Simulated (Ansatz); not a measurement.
Start of a relaxation of TiMoS₄:

```cif
data_structure
_symmetry_space_group_name_H-M 'P 1'
_symmetry_Int_Tables_number 1
_cell_length_a 5.4418
_cell_length_b 5.4418
_cell_length_c 5.4418
_cell_angle_alpha 60.000
_cell_angle_beta 60.000
_cell_angle_gamma 60.000
_cell_volume 113.95
loop_
_atom_site_label
_atom_site_type_symbol
_atom_site_fract_x
_atom_site_fract_y
_atom_site_fract_z
_atom_site_occupancy
Ti1 Ti 0.75000 0.75000 0.75000 1
Mo1 Mo 0.00000 0.00000 0.00000 1
S1 S 0.37486 0.37486 0.87541 1
S2 S 0.87541 0.37486 0.37486 1
S3 S 0.37486 0.37486 0.37486 1
S4 S 0.37486 0.87541 0.37486 1
```

Computed with DFT PBE, scalar-relativistic, plane waves, PAW in Ansatz 0.2.0. Cutoff 420 eV, Gaussian smearing, Γ-centred meshes. Cell and atoms relax first on a coarse mesh and then on a finer one. In between, the cell is made exact in the group found at 0.06 Å. In metals the finer mesh still leaves noise of several meV/atom or more. The steps can't lower the symmetry of their start, moments included. Collinear spin, starting moments 1 -1 0 0 0 0 μB in the order of the atoms.

A guess keeps its type if space group and coordination stay and the shape of the cell changes little (axis ratios within about 15 %, angles within 6°); the volume may change.

Question: Does this structure survive the relaxation?

Answer: It keeps its type. The symmetry stays F-43m (No. 216). The volume per atom shrinks by 19.7 %, from 19.0 to 15.2 Å³. The shortest distance goes from 2.72 Å (S–S) to 2.53 Å (S–S). Counting neighbours within 15 % of an atom's shortest distance, the start has Mo 16, S 6, Ti 16 and the end Mo 16, S 6, Ti 16.

Formation energies are uncorrected and refer to the elements' standard structures at the same level.

Question: At what energy does it end?

Answer: +0.97 eV/atom. A positive value: parting into the elements would lower its energy.

The last run used collinear spin, a 10×10×10 mesh for its 6-atom cell and Gaussian smearing of 0.10 eV. The reference form of S is held partly by dispersion forces, which this level lacks. Symmetry constrained the relaxation, so the result can be a saddle point.
